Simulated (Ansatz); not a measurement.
# Equation of state of RbLuSe₂ from a dense series

```xyz
4
Lattice="2.0647 1.1921 7.8713 -2.0647 1.1921 7.8713 0.0000 -2.3841 7.8713" Properties=species:S:1:pos:R:3 pbc="T T T"
Rb    0.0000    0.0000    0.0000
Lu    0.0000    0.0000   11.8070
Se    0.0000    0.0000    5.4735
Se    0.0000    0.0000   18.1405
```

Atoms are numbered in the order listed.

The cell is a measured one (Crystallography Open Database entry 4318778); the temperature and pressure of the measurement aren't taken into account, and nothing was relaxed.

No spin–orbit coupling, which matters for the heavy atoms here.

These are results of DFT, PBEsol, all-electron LAPW, scalar-relativistic in Ansatz 0.2.0, not measurements.

Settings: a Γ-centred 7×7×7 k mesh, Fermi–Dirac smearing of 0.03 eV, basis error target 1 meV/atom, no spin polarisation.

The cell is scaled evenly. Fractional coordinates are held (clamped ions).

```json
{"V (Å³/atom)": "27.316", "P (GPa)": "2.07"}
{"V (Å³/atom)": "27.897", "P (GPa)": "0.90"}
{"V (Å³/atom)": "28.479", "P (GPa)": "-0.16"}
{"V (Å³/atom)": "28.769", "P (GPa)": "-0.64"}
{"V (Å³/atom)": "29.060", "P (GPa)": "-1.10"}
{"V (Å³/atom)": "29.350", "P (GPa)": "-1.54"}
{"V (Å³/atom)": "29.641", "P (GPa)": "-1.95"}
{"V (Å³/atom)": "30.803", "P (GPa)": "-3.41"}
```

Question: Fit a third-order Birch–Murnaghan curve to the pressures.

Answer: P = (3B0/2)(y^(7/2) − y^(5/2))[1 + (3/4)(B0′ − 4)(y − 1)] with y = (V0/V)^(2/3) fits within 0.01 GPa for V0 = 28.389 Å³/atom, B0 = 49.5 GPa and B0′ = 4.19.

Question: Predict the pressure at the withheld volume, 30.222 Å³/atom.

Answer: There y = 0.9591, so the fit gives -2.72 GPa; the run gave -2.72 GPa.
